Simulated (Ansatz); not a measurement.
This run works on a generated trial structure, not on a known crystal.

Input and command of a plane-wave DFT calculation in Ansatz:

```yaml
crystal:
  lattice:
    - [6.2119693897, 0.0, 0.0]
    - [0.0, 6.2119693897, 0.0]
    - [0.0, 0.0, 6.2119693897]
  atoms:
    - { symbol: Cd, position: [0.5, 0.0, 0.0] }
    - { symbol: Cd, position: [0.0, 0.0, 0.5] }
    - { symbol: Cd, position: [0.0, 0.5, 0.0] }
    - { symbol: Hg, position: [0.5, 0.5, 0.5] }
    - { symbol: Se, position: [0.7518097135, 0.2481902865, 0.7518097135] }
    - { symbol: Se, position: [0.7518097135, 0.7518097135, 0.2481902865] }
    - { symbol: Se, position: [0.2481902865, 0.2481902865, 0.2481902865] }
    - { symbol: Se, position: [0.2481902865, 0.7518097135, 0.7518097135] }
basis:
  ecutwfc: 420
kpoints:
  mp_grid: { grid: [6, 6, 6] }
hamiltonian:
  xc: pbe
scf:
  occupations: { method: gaussian, width: 0.01 }
output:
  forces: true
  stress: true
  eigenvalues: true
relax:
  adjacent_minimum: "off"
  f_tol: 0.001
  max_steps: 60
  cell: { stress_tol: 0.01 }
```

```bash
ansatz run input.yaml --threads 1 --pin off --max-ram 2560MiB --backend cpu --events-out ev --progress --plain --runs-dir out
```

Processor: Arm Neoverse V2, 1 thread, on a host shared with other jobs.

Q: How long does it run, and how much memory does it take?

A: About 76 s, peak memory 0.64 GiB. It solves 87 bands at 20 k points (after reduction by symmetry) with about 4697 plane waves (on the last cell), in 13 SCF iterations over 2 ionic steps.
